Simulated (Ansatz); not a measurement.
Relaxed-ion elastic tensor of MoRu (rock salt, Fm-3m) in GPa (Voigt order), the program Ansatz at the r²SCAN level (PAW); density 10.04 g/cm³, 16.30 Å³ per atom.

```csv
,1,2,3,4,5,6
1,284,201,201,0.0,0.0,0.0
2,201,284,201,0.0,0.0,0.0
3,201,201,284,0.0,0.0,0.0
4,0.0,0.0,0.0,-22.7,0.0,0.0
5,0.0,0.0,0.0,0.0,-22.7,0.0
6,0.0,0.0,0.0,0.0,0.0,-22.7
```

Problem. Is the crystal mechanically stable?

Solution. No: the smallest eigenvalue of C is -22.7 GPa.

The start of the workflow was typed in or built on a structure type; neither database checked (COD, Materials Project) lists it. Its standing as an ambient phase is unchecked. The cell was relaxed with r²SCAN under the symmetry of its start. At this level the phase is mechanically unstable. The run is not spin-polarised. Its formation energy is positive at this level, so the cell may be metastable or incomplete. As this level gives no gap, shear constants depend on the k-mesh and smearing (Fermi–Dirac, 0.1 eV here).

Potentials: the later of the program's two PAW sets.
